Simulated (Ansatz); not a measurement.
Below is a relaxed structure of Al₂BAs₃. The cell was found from a structure generator's guess, not taken from experiment.

Computed with DFT PBE, scalar-relativistic, plane waves, PAW in Ansatz. Cutoff 420 eV, Γ-centred mesh, Gaussian smearing, no spin polarisation.

```cif
data_structure
_symmetry_space_group_name_H-M 'P 1'
_symmetry_Int_Tables_number 1
_cell_length_a 3.8219
_cell_length_b 3.8219
_cell_length_c 19.2603
_cell_angle_alpha 90.000
_cell_angle_beta 90.000
_cell_angle_gamma 120.000
_cell_volume 243.64
loop_
_atom_site_label
_atom_site_type_symbol
_atom_site_fract_x
_atom_site_fract_y
_atom_site_fract_z
_atom_site_occupancy
Al1 Al 0.33333 0.66667 0.00587 1
Al2 Al 0.33333 0.66667 0.32886 1
Al3 Al 0.66667 0.33333 0.50587 1
Al4 Al 0.66667 0.33333 0.82886 1
B1 B 0.33333 0.66667 0.67008 1
B2 B 0.66667 0.33333 0.17008 1
As1 As 0.33333 0.66667 0.13553 1
As2 As 0.33333 0.66667 0.45645 1
As3 As 0.33333 0.66667 0.77921 1
As4 As 0.66667 0.33333 0.27921 1
As5 As 0.66667 0.33333 0.63553 1
As6 As 0.66667 0.33333 0.95645 1
```

Formation energies are uncorrected and refer to the elements' standard structures at the same level.

**Question.** What space group does it have?

**Answer.** P6_3mc (No. 186), with Al and B ordered on wurtzite sites. Conventional cell: a = 3.822 Å, c = 19.260 Å. Al on its first site has 4 As at 2.40–2.50 Å; around Al on its second site lie 4 As at 2.40–2.46 Å; B has 1 As at 2.10 Å and 3 As at 2.30 Å; around As on its first site lie 3 B at 2.30 Å and 1 Al at 2.50 Å; 2 more sites not described.

**Question.** What is its formation energy per atom?

**Answer.** −0.122 eV/atom.

**Question.** Is it a metal?

**Answer.** No, the gap on the 12×12×2 mesh is 0.19 eV.

The last run used a 12×12×2 mesh (in the run's order of axes) for its 12-atom cell and Gaussian smearing of 0.01 eV. Kohn–Sham gaps at this level usually fall short of measured ones. The reference form of As is held partly by dispersion forces, which this level lacks. Small gaps are read on the mesh alone, and bands can cross between its points. A structure relaxed within its symmetry needn't be a true minimum. Another cell of Al2BAs3 relaxed alike, in I-4m2, lies 30 meV/atom lower, so this cell isn't the stable form at this level.
